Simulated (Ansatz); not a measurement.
Values for one crystal, relaxed and computed with the program Ansatz at the LDA level (PAW); other levels are named.

| Property | Value |
|---|---|
| Volume per atom | 20.61 Å³ |
| Electronic character | metallic (no gap) |
| Formation energy from the elements (no fitted shifts) | -0.89 eV/atom |
| Zone-centre stability | no imaginary mode at Γ |
| Density of states at the Fermi level | 0.12 states/eV per atom (mean over ±0.08 eV) |
| Highest zone-centre frequency | 243 cm⁻¹ |

Pick the material that matches.
A. ZrGeTe, P4/nmm (Zr on 2c, Ge on 2a, Te on 2c)
B. ZrGe2, Cmcm (Zr on 4c, Ge on 4c, Ge on 4c)
C. HfSiSe, P4/nmm (Hf on 2c, Si on 2a, Se on 2c)
D. HfGe2, Cmcm (Hf on 4c, Ge on 4c, Ge on 4c)

A, ZrGeTe, P4/nmm (Zr on 2c, Ge on 2a, Te on 2c)

The workflow started from a Materials Project entry (that database holds measured and hypothetical structures alike); the Crystallography Open Database files this formula in space group No. 129, but the cells were not matched. Its standing as an ambient phase is unchecked. Symmetry was held in the LDA relaxation. No spin polarisation was allowed. As this level gives no gap, phonon frequencies hold no LO–TO term and depend on the k-mesh and smearing (Fermi–Dirac, 0.1 eV here). The references are the lowest solids computed at this level, not always the standard phases. Spin–orbit coupling is left out wherever it is not named.

Potentials: the later of the program's two PAW sets.
